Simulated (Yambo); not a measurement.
## How GW settings move the gap: AgBr

G0W0@PBEsol for AgBr (rock salt, space group Fm-3m, No. 225) in Yambo. Reference settings: 4×4×4 Γ-centred k mesh, bands 5 to 114 and a 10 Ry block in the screening, 114 bands in G with the Bruneval-Gonze terminator, plasmon pole fitted at 27.2 eV. The PBEsol gap L → Γ on this mesh is 0.50 eV; G0W0 gaps are taken between the same points.

| change from the reference | G0W0 gap L → Γ (eV) | shift of the valence edge (eV) | rough Yambo cost |
|---|---|---|---|
| reference settings | 1.78 | -0.90 | 1 |
| 43 bands in W, 43 bands in G | 1.85 | -0.68 | about 1/3 |
| 86 bands in W, 86 bands in G | 1.78 | -0.85 | within a factor of two |
| wavefunctions cut at 20 Ry | 1.47 | -0.63 | about 1/2 |
| wavefunctions cut at 30 Ry | 1.71 | -0.84 | about 1/2 |
| exchange cut at 20 Ry | 1.23 | -0.25 | – |
| 27 bands in W, 27 bands in G, 2 Ry block | 2.09 | -0.64 | about 1/7 |
| 43 bands in W, 43 bands in G, 4 Ry block | 1.80 | -0.62 | about 1/4 |
| 61 bands in W, 61 bands in G, 4 Ry block | 1.74 | -0.69 | about 1/3 |
| 86 bands in W, 86 bands in G, 4 Ry block | 1.70 | -0.73 | within a factor of two |
| 8 Ry block | 1.76 | -0.87 | within a factor of two |
| 6×6×6 mesh | 1.77 | -0.91 | about 6× |
| 43 bands in W, 43 bands in G, 4 Ry block, no terminator | 1.69 | -0.38 | about 1/4 |
| 43 bands in W, 43 bands in G, no terminator | 1.70 | -0.37 | about 1/3 |
| no terminator | 1.69 | -0.75 | within a factor of two |

The reference isn't shown to be the converged limit. Costs are rough (shared machines), scaled to the same edge states, and given only for runs that recompute the screening.

Spin-orbit splittings are left out.

Geometry relaxed with PBEsol; primitive cell a = b = c = 4.0128 Å, α = β = γ = 60.00°.

A shift is the quasiparticle energy of the state minus its PBEsol energy.
